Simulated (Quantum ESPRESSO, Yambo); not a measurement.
**WO3 at +2 % biaxial strain: DFT and GW levels**

Space group P4/mmm (No. 123); a = b = 3.871 Å, c = 3.785 Å, α = β = γ = 90.00°

```json
[
 {"atom": "O", "site": "1b", "symmetry": "4/mmm", "x": "0.0000", "y": "0.0000", "z": "0.5000"},
 {"atom": "O", "site": "2f", "symmetry": "mmm.", "x": "0.0000", "y": "0.5000", "z": "0.0000"},
 {"atom": "W", "site": "1a", "symmetry": "4/mmm", "x": "0.0000", "y": "0.0000", "z": "0.0000"}
]
```

The PBEsol cell relaxed from Materials Project entry mp-19390 was given a biaxial strain of +2 % along x and y, z relaxed, and the atoms were relaxed again.

Starting point: norm-conserving PBEsol (Quantum ESPRESSO, 84 Ry, without SOC). G0W0 in Yambo: 4×4×4 Γ-centred k mesh, bands 2 to 130 and a 10 Ry block in the screening, 130 bands in G with the Bruneval-Gonze terminator, plasmon pole fitted at 27.2 eV.

```json
{
 "PBEsol gap along the band path": "0.49 eV",
 "PBEsol gap between the mesh's edge points (A → Γ)": "0.49 eV",
 "G0W0 gap between the same points": "1.27 eV",
 "PBEsol smallest direct gap on the mesh (at Γ)": "1.54 eV",
 "G0W0 direct gap at that point": "2.42 eV"
}
```

| k point | band | E PBEsol (eV) | E QP (eV) | shift (eV) | Z |
|---|---|---|---|---|---|
| Γ | VB | -1.05 | -1.26 | -0.21 | 0.75 |
| Γ | CB | 0.49 | 1.16 | 0.67 | 0.80 |
| M | VB | -0.01 | -0.13 | -0.11 | 0.74 |
| M | CB | 3.79 | 4.62 | 0.83 | 0.76 |
| A | VB | 0.00 | -0.11 | -0.11 | 0.74 |
| A | CB | 5.11 | 5.93 | 0.82 | 0.69 |

Energies count from the PBEsol valence-band maximum.

Convergence of the G0W0 settings was not tested.

Without spin-orbit coupling, band edges of such heavy elements can be off by tenths of an eV.

The structure is a Materials Project entry; no match was found in the copy of COD used, and its stability was not checked.
